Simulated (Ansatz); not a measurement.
This cell of SiC (zinc blende) is off equilibrium:

```
SiC
1.0
    0.00000     4.37975     4.37975
    2.18988     0.00000     2.18988
    2.18988     2.18988     0.00000
C Si
2 2
Direct
  0.37500   0.75000   0.75000
  0.87500   0.75000   0.75000
  0.95205   0.09590   0.90410
  0.50000   0.00000   0.00000
```

The numbers are results of PBE (plane waves to 420 eV, PAW, scalar-relativistic; Ansatz, a quantum-chemistry and plane-wave program), not measurements. k mesh 5×10×10 (Γ-centred), Fermi-Dirac smearing 0.05 eV. The energy includes the smearing's −TS. Compression counts positive. As the smearing reaches across the gap at some points, energies and forces of such displacements shift with the k mesh and the smearing. SiC was relaxed with its symmetry unable to fall.

Question: What forces act on the atoms (eV/Å, Cartesian)?

Answer: 
| atom | Fx | Fy | Fz |
|---|---|---|---|
| C1 | 0.141 | -0.935 | -0.141 |
| C2 | -0.202 | -5.260 | 0.202 |
| Si3 | -1.128 | 7.564 | 1.128 |
| Si4 | 1.189 | -1.369 | -1.189 |

Question: What is the stress tensor (GPa)?

Answer: 
```
   15.3     -0.2     14.9
   -0.2     -0.9      0.2
   14.9      0.2     15.3
```
The pressure, a third of the trace, is 9.9 GPa.

Question: In it atom 3 sits (0.000, -0.420, 0.000) Å away from its relaxed site. What is its energy relative to the relaxed cell?

Answer: 1757 meV/cell.

(A displaced cell: forces are minus the slopes of the energy, force constants its curvatures, and phonons follow from these.)
